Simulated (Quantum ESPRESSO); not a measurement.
Band energies of CdZnS2

```xyz
4
Lattice="3.9281 0.0000 0.0000 0.0000 3.9281 0.0000 0.0000 0.0000 5.6524" Properties=species:S:1:pos:R:3 pbc="T T T"
S      1.9641     0.0000     1.5569
S      0.0000     1.9641     4.0956
Zn     0.0000     0.0000     2.8262
Cd     1.9641     1.9641     0.0000
```

norm-conserving PBEsol (Quantum ESPRESSO, 102 Ry, with spin-orbit coupling); path ΓXMΓZRAZ,XR,MA; energies in eV from the valence-band maximum.

```
k (1/Å)  point  band 52  band 53  band 54  band 55  band 56  band 57  band 58  band 59
-------  -----  -------  -------  -------  -------  -------  -------  -------  -------
0.00         Γ     0.00     1.36     1.36     3.38     3.38     4.07     4.07     6.14
0.34              -0.15     2.74     2.74     3.84     3.86     5.22     5.24     5.95
0.80         X    -0.68     4.17     4.17     4.62     4.62     5.82     5.82     6.00
1.26              -1.72     3.84     3.85     3.98     4.01     4.52     4.52     5.00
1.60         M    -2.06     3.19     3.19     3.24     3.24     3.76     3.76     4.35
2.01              -1.52     3.66     3.66     4.26     4.26     4.74     4.76     5.47
2.42              -0.43     2.70     2.71     4.19     4.19     4.82     4.84     5.49
2.73         Γ     0.00     1.36     1.36     3.38     3.38     4.07     4.07     6.14
3.18              -0.77     3.41     3.41     3.85     3.85     4.27     4.27     5.01
3.29         Z    -0.92     3.79     3.79     3.79     3.79     4.52     4.52     4.59
3.59              -0.83     3.62     3.62     4.02     4.03     5.41     5.41     5.50
3.89              -0.67     3.03     3.03     3.30     3.31     6.15     6.16     6.70
4.09         R    -0.62     2.86     2.86     3.01     3.01     6.27     6.27     6.80
4.29              -0.95     3.44     3.44     3.47     3.47     6.20     6.26     6.29
4.69              -1.96     5.09     5.09     5.17     5.19     5.35     5.39     5.77
4.89         A    -2.50     5.34     5.34     5.36     5.36     5.45     5.45     5.84
4.98              -2.27     5.27     5.28     5.31     5.31     5.45     5.45     5.86
5.36              -0.89     4.27     4.28     4.69     4.72     5.98     6.02     6.18
5.73              -0.80     3.97     3.98     4.25     4.25     5.09     5.09     5.35
6.02         Z    -0.92     3.79     3.79     3.79     3.79     4.52     4.52     4.59
6.02         X    -0.68     4.17     4.17     4.62     4.62     5.82     5.82     6.00
6.35              -0.64     3.31     3.31     3.51     3.51     5.98     5.98     6.64
6.57         R    -0.62     2.86     2.86     3.01     3.01     6.27     6.27     6.80
6.57         M    -2.06     3.19     3.19     3.24     3.24     3.76     3.76     4.35
6.68              -2.12     3.33     3.33     3.38     3.38     3.89     3.89     4.45
7.13         A    -2.50     5.34     5.34     5.36     5.36     5.45     5.45     5.84
```

The PBEsol gap is direct, 1.36 eV at Γ.

Geometry relaxed with PBEsol.

The structure is a Materials Project entry; no match was found in the copy of COD used, and its stability was not checked.
